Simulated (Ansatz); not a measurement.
Si (diamond, Fd-3m), the program Ansatz at the PBEsol level (PAW). The conduction-band minimum lies on the Γ–X line, 84 % of the way from Γ, with 6 equivalent valleys. Second derivatives d²E/dk² of the lowest band at one valley (eV·Å²), along Cartesian directions:

```
direction  d²E/dk²
---------  -------
[100]        8.040
[010]        40.39
[001]        40.39
[110]        24.22
[101]        24.22
[011]        40.20
```

Question: Find the principal effective masses, the density-of-states mass and the conductivity mass.

Answer: Off-diagonal terms follow from H_xy = H[110] − (H_xx + H_yy)/2, and m*/mₑ = 7.620 eV·Å² over each eigenvalue: 0.19, 0.19, 0.95. One valley's DOS mass (m₁m₂m₃)^(1/3) = 0.32, conductivity mass 3/(Σ 1/mᵢ) = 0.26 mₑ.

Question: What effective density of states Nc follows at 300 K for parabolic valleys?

Answer: Nc = 2.509e19 × 6 × (0.32)^(3/2) ≈ 2.7e19 cm⁻³.

The cell was relaxed with PBEsol under the symmetry of its start.

Potentials: the later of the program's two PAW sets.

Edges and masses are those of Kohn–Sham bands, whose gap is no quasiparticle gap.
